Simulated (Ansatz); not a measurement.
NiPtF$_{6}$ (space group R-3)

```xyz
8
Lattice="2.4677 1.4247 4.5189 -2.4677 1.4247 4.5189 0.0000 -2.8494 4.5189" Properties=species:S:1:pos:R:3 pbc="T T T"
Ni     0.0000     0.0000     0.0000
Pt     0.0000     0.0000     6.7784
F      1.5943    -0.0723     7.9094
F     -1.5943     0.0723     5.6474
F     -0.7345     1.4169     7.9094
F      0.7345    -1.4169     5.6474
F     -0.8598    -1.3446     7.9094
F      0.8598     1.3446     5.6474
```

Equation-of-state scan: isotropic scaling of the cell above, V₀ being its volume. The atoms relax within the cell's symmetry.

All values below come from PBEsol (plane waves to 420 eV, PAW, scalar-relativistic; Ansatz, a program for electronic structure). k mesh 8×8×8 (Γ-centred), Fermi-Dirac smearing 0.05 eV. E stands for the smeared free energy. Stress and pressure are positive under compression. With the shape held, the modulus is that of even scaling; a crystal free to change shape is softer. NiPtF6 is run spin-polarised and with no Hubbard U. NiPtF6 was relaxed with its symmetry unable to fall. Relaxed NiPtF6 ends ferromagnetic. Spin-orbit coupling is left out, though Pt is heavy. Other magnetic orders were not checked, so this need not be the ground state. ΔE is measured from the relaxed starting cell.

```tsv
V (Å³/atom)	ΔE (meV/atom)
10.724	23.7
11.022	withheld
11.320	5.2
11.618	1.2
11.915	0.0
12.213	1.1
12.511	4.2
12.809	9.0
13.107	15.4
```

Problem. Fit a third-order Birch-Murnaghan form (E₀, V₀, B₀, B₀′ free) to the given rows and predict ΔE at V = 11.022.

Solution. Least squares on the 8 given rows: ΔE = E₀ + (9V₀B₀/16)·y²·[2 + (B₀′ − 4)y], y = (V₀/V)^(2/3) − 1, with V₀ = 11.915 Å³/atom, B₀ = 50.87 GPa (160.2 GPa = 1 eV/Å³; the term in eV is multiplied by 1000), B₀′ = 5.46, E₀ = -0.04 meV/atom; root-mean-square residual 0.03 meV/atom. At 11.022 the fit gives 12.5 meV/atom; the calculation gives 12.5 meV/atom, the same to the digits shown. For the pressure the fit gives 4.9 GPa against the computed 4.9 GPa.

(A scan under strain: stresses follow from slopes of the energy per volume, elastic moduli from its curvatures.)
